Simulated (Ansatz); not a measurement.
Consider the following.

MnF2:
```xyz
12
Lattice="4.9160 0.0000 0.0000 0.0000 5.8013 0.0000 0.0000 0.0000 5.3190" Properties=species:S:1:pos:R:3 pbc="T T T"
Mn     2.4580     4.8223     3.9893
Mn     2.4580     0.9790     1.3298
Mn     0.0000     3.8797     1.3298
Mn     0.0000     1.9216     3.9893
F      1.3382     5.1625     0.4310
F      3.5778     0.6388     4.8881
F      1.1198     3.5395     3.0905
F      3.7961     2.2618     2.2286
F      3.7961     3.5395     4.8881
F      1.1198     2.2618     0.4310
F      3.5778     5.1625     2.2286
F      1.3382     0.6388     3.0905
```
The run is spin-polarised.

This is the PBEsol-relaxed structure. Tensor components refer to the Cartesian frame of this cell.

Problem. All from the program Ansatz at the PBEsol level (PAW), unless another level is named. Give the magnetic order.

Solution. antiferromagnetic.

Problem. Predict the Born charges (a third of the trace).

Solution. Mn +2.45, F -1.23 e.

Problem. Give the electronic dielectric constant ε∞ (DFPT).

Solution. 3.14 (xx), 3.02 (yy), 3.06 (zz).

Space group Pbcn. The workflow started from a Materials Project entry (that database holds measured and hypothetical structures alike); the Crystallography Open Database copy checked does not list it. COD files the formula under space group No. 136. Its standing as an ambient phase is unchecked. The PBEsol relaxation kept the symmetry of its start, as lowered by the spin order; whether a distortion lowers the energy is not shown. Magnetic state: antiferromagnetic, chosen from 4 collinear starts compared on coarse meshes (ties went to the first, and starts can fall back to one state), not a proven ground state. No Hubbard U is applied.

Potentials: the earlier of the program's two PAW sets. The files were generated under PBE; for other functionals the program regenerates the frozen cores, and for LDA and PBEsol the local potential too.
